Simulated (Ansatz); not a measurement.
TiO2 — ⁴⁷Ti NMR of the central transition

Cell: a COD entry whose atoms were relaxed with PBE, the cell held.

Space group Pbca (No. 61); a = 5.1450, b = 9.1850, c = 5.4470 Å.

| site | Wyckoff | site symmetry | x | y | z |
| --- | --- | --- | --- | --- | --- |
| Ti | 8c | 1 | 0.1386 | 0.1290 | 0.9056 |
| O9 | 8c | 1 | 0.4646 | 0.2299 | 0.8913 |
| O17 | 8c | 1 | 0.8161 | 0.0098 | 0.8506 |

One atom of each set is listed.

Computed with Ansatz: DFT, PBE, plane waves and PAW (field gradients read without the response of the frozen cores, which leaves them typically 4 to 6 % off), scalar-relativistic, 420 eV cutoff, Γ-centred 5×3×4 k-points, Fermi–Dirac smearing 0.02 eV.

⁴⁷Ti has I = 5/2 and Q = 302.0 mb (Pyykkö 2018); at 23.5 T its Larmor frequency is ν₀ = 56.5 MHz. Only the quadrupole interaction is simulated: positions count from each site's isotropic chemical shift, and shift anisotropy, dipolar and J coupling are left out.

Q: Simulate the second-order pattern (static powder, Gaussian broadening 7 kHz) of site Ti (6 O at 1.86–2.07 Å).

A: The calculation gives C_Q = 14.6 MHz and η = 0.85, so ν_Q = 2.19 MHz and the centre of gravity lies at -498 ppm (-28.2 kHz).

```
offset (kHz)  height
      -151.6       0
      -141.5      10
      -131.3      29
      -121.2      31
      -111.0      32
      -100.9      34
       -90.8      36
       -80.6      38
       -70.5      41
       -60.3      44
       -50.2      49
       -40.0      54
       -29.9      62
       -19.7      78
        -9.6      98
         0.6      91
        10.7     100
        20.9      57
        31.0      35
        41.2      31
        51.3      28
        61.5      26
        71.6       9
        81.8       0
```

At this cell the principal stresses reach 5 GPa in size with PBE, which can matter for small gradients.

The relaxation (6 steps) took 2.7 min of wall time (2.7 min of CPU time) and 0.85 GiB at its peak, on 1 thread of Intel Xeon Platinum 8259CL CPU @ 2.50GHz (Skylake/Cascade Lake) (x86_64; 16 cores open to the job, memory cap 3.0 GiB, no GPU), a shared host with a load of 0.4 a core.
